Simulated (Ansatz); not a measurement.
# Cs (Im-3m), comparing deformations

Computed with DFT PBEsol, scalar-relativistic, plane waves, PAW (Ansatz). Cutoff 420 eV, Γ-centred 12×12×12 k-points, Gaussian smearing of 0.15 eV. No spin polarisation. Energies are free energies at this smearing, counted from the undisturbed cell; pressure is positive in compression.

Reference structure (as given, not relaxed at this level; it stands at 0.0 GPa):

```xyz
1
Lattice="-3.0225 3.0225 3.0225 3.0225 -3.0225 3.0225 3.0225 3.0225 -3.0225" Properties=species:S:1:pos:R:3 pbc="T T T"
Cs    0.0000    0.0000    0.0000
```

The cell is strained by ε times a Voigt pattern (xx, yy, zz, yz, xz, xy; engineering shear) with fractional coordinates fixed. τ = (1/V0) dE/dε comes from the stress tensor. Of each scan, only the three points used here are listed.

| pattern | ε | τ (GPa) |
| --- | --- | --- |
| (1, 1, 0, 0, 0, 0) | -0.0250 | -0.146 |
| (1, 1, 0, 0, 0, 0) | 0.0000 | 0.068 |
| (1, 1, 0, 0, 0, 0) | 0.0250 | 0.254 |
| (0, 0, 1, 0, 0, 0) | -0.0250 | -0.0233 |
| (0, 0, 1, 0, 0, 0) | 0.0000 | 0.0340 |
| (0, 0, 1, 0, 0, 0) | 0.0250 | 0.0822 |
| (0, 0, 0, 0, 1, 0) | -0.0075 | -0.0105 |
| (0, 0, 0, 0, 1, 0) | 0.0000 | 0.0000 |
| (0, 0, 0, 0, 1, 0) | 0.0075 | 0.0105 |
| (0, 1, 0, 0, 0, 0) | -0.0050 | 0.0234 |
| (0, 1, 0, 0, 0, 0) | 0.0000 | 0.0340 |
| (0, 1, 0, 0, 0, 0) | 0.0050 | 0.0443 |

Question: Which constants do the scans give, and which deformation costs least for the same size of strain tensor?

Answer: The slope dτ/dε at zero (parabola through three points) is pᵀCp: (1, 1, 0, 0, 0, 0) gives 2(C11 + C12) = 8.0 GPa; (0, 0, 1, 0, 0, 0) gives C11 = 2.1 GPa; (0, 0, 0, 0, 1, 0) gives C44 = 1.4 GPa; (0, 1, 0, 0, 0, 0) gives C11 = 2.1 GPa. The size of the strain tensor, ε:ε, is ε² times 2.0, 1.0, 0.5, 1.0. Per unit of it the stiffnesses are 4.0, 2.1, 2.8, 2.1 GPa, so (0, 1, 0, 0, 0, 0) is the softest of these, level with (0, 0, 1, 0, 0, 0) (alike by symmetry): at ε:ε = (1 %)² the quadratic term costs 0.07 meV/atom against 0.14 for the stiffest. The starting stress shifts them by about its own size.

Question: What else follows for this cubic crystal?

Answer: From the unrounded slopes C11 = 2.1 and C12 = 1.9 GPa, so B = (C11 + 2 C12)/3 = 2 GPa and the Poisson ratio for a pull along a cube edge is C12/(C11 + C12) = 0.48.

In a metal these slopes depend on the k mesh and the smearing.